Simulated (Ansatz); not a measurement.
Data:

BW:
```xyz
2
Lattice="0.0000 2.2180 2.2180 2.2180 0.0000 2.2180 2.2180 2.2180 0.0000" Properties=species:S:1:pos:R:3 pbc="T T T"
B      0.0000     0.0000     0.0000
W      2.2180     2.2180     2.2180
```

This is the PBEsol-relaxed structure.

**Question.** All from the program Ansatz at the PBEsol level (PAW), unless another level is named. Predict the Debye temperature from the elastic constants.

**Answer.** 526 K.

**Question.** Next, the highest zone-centre frequency?

**Answer.** 596 cm⁻¹.

Space group Fm-3m (rock salt). The start of the workflow was typed in or built on a structure type; neither database checked (COD, Materials Project) lists it. COD files the formula under space group No. 141. Its standing as an ambient phase is unchecked. The PBEsol relaxation kept the symmetry of its start; its stability against distortions is not shown here. The run is not spin-polarised. The volume moved by -19 % from the start of the relaxation. As this level gives no gap, shear constants depend on the k-mesh and smearing (Fermi–Dirac, 0.1 eV here). As this level gives no gap, phonon frequencies hold no LO–TO term and depend on the k-mesh and smearing (Fermi–Dirac, 0.1 eV here). Spin–orbit coupling is left out wherever it is not named.

Potentials: the earlier of the program's two PAW sets. The files were generated under PBE; for other functionals the program regenerates the frozen cores, and for LDA and PBEsol the local potential too.
